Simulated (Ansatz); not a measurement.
An input for the plane-wave PAW code Ansatz:

```yaml
crystal:
  lattice:
    - [0.0, 2.7770677578, 2.7770677578]
    - [2.7770677578, 0.0, 2.7770677578]
    - [2.7770677578, 2.7770677578, 0.0]
  atoms:
    - { symbol: Ca, position: [0.0, 0.0, 0.0] }
basis:
  ecutwfc: 420
  ecutrho_ratio: 4
kpoints:
  mp_grid: { grid: [14, 14, 14] }
hamiltonian:
  xc: lda
scf:
  occupations: { method: gaussian, width: 0.05 }
output:
  forces: true
  stress: true
  eigenvalues: true
```

What will the run give?

Pressure -1.9 GPa, gap on the mesh zero (metallic) (LDA, scalar-relativistic).

What the program printed, in part:

```
Pseudopotentials: kind: paw
Pseudopotential: Ca, paw, valence charge 10, recommended cutoff 420 eV (normal), Ca.paw.azcp
Crystal: 1 atoms, lattice volume = 42.834 Å³
Basis set: ecut = 420 eV, 869 PW (Γ)
Bands: 9, of which v1, the nominal top of the filled ones, is band 5 counted from 1 (4 counted from 0)
Symmetry: 48 space group operations
Space group: Fm-3m (ITA 225), of the structure as read, at distance tolerance 3.5e-5 Å
k-points: 104 of 2744
Initial density: superposition of atomic densities (neutral atoms: chi_scale 0, normalization atom), corrected by the library's trained network
Initial wavefunctions: pseudopotential atomic-orbital guess
Functional: x = slater, c = lda
```

```
SCF iter   1: F=—  HF=-1772.573899 eV  |F-HF|=—  |Δ(HF+E_count)|=         —  Δρ=3.58e-3  dr2=2.63e-3
SCF iter   2: F=—  HF=-1772.573786 eV  |F-HF|=—  |Δ(HF+E_count)|=   1.13e-4  Δρ=1.97e-3  dr2=7.77e-4
SCF iter   3: F=—  HF=-1772.573919 eV  |F-HF|=—  |Δ(HF+E_count)|=   1.33e-4  Δρ=2.44e-4  dr2=2.31e-5
SCF iter   4: F=—  HF=-1772.573916 eV  |F-HF|=—  |Δ(HF+E_count)|=   2.59e-6  Δρ=4.27e-5  dr2=2.27e-7
SCF iter   5: F=-1772.573916 eV  HF=-1772.573916 eV  |F-HF|=4.04e-9  |Δ(HF+E_count)|=   1.79e-7  Δρ=4.25e-6  dr2=1.22e-8
SCF iter   6: F=-1772.573916 eV  HF=-1772.573916 eV  |F-HF|=1.76e-10  |Δ(HF+E_count)|=   1.68e-9  Δρ=6.98e-7  dr2=3.38e-10
```

```
SCF 1 converged in 6 iterations: F = -1772.573916 eV  dr2 = 3.38e-10
SCF converged after 6 iterations
Free energy (F): -1772.573916 eV
E sigma→0 (E₀):  -1772.572892 eV
Entropy (-TS):   -0.002050 eV (-2.050 meV/atom)
Fermi energy:    4.627245 eV
--- Per-component energies (eV) ---
  E_band       = -177.153231
  E_kinetic    = 274.687974
  E_local      = -856.024760  (includes V_loc(G=0)·N_el)
  E_nonlocal   = 67.081700
  E_hartree    = 285.348006
  E_xc         = -133.477926
  E_vxc        = -167.721606  (∫ρ·V_xc dr)
  E_paw        = -816.134609  (= ΣΔE_a)
  E_vpaw       = -65.872004  (= ΣTr[D̂ρ^β])
  E_aug_tail   = -0.000005  (compensation charges beyond the density's cutoff)
  E_ewald      = -594.335412
  E_core_change = 0.283166  (= ΣΔE_core)
  E_smearing   = -0.002050  (= −TS)
--- Forces (eV/Å), atoms counted from 1 ---
  atom   1  Ca     0.00000000     0.00000000     0.00000000
--- Stress (GPa, compression-positive) ---
       -1.903616       0.000000       0.000000
        0.000000      -1.903616       0.000000
        0.000000       0.000000      -1.903616
  P = ⅓ Tr σ = -1.9036 GPa (-19.036 kbar)
```

Absolute energies hang on the potentials; compare differences alone.
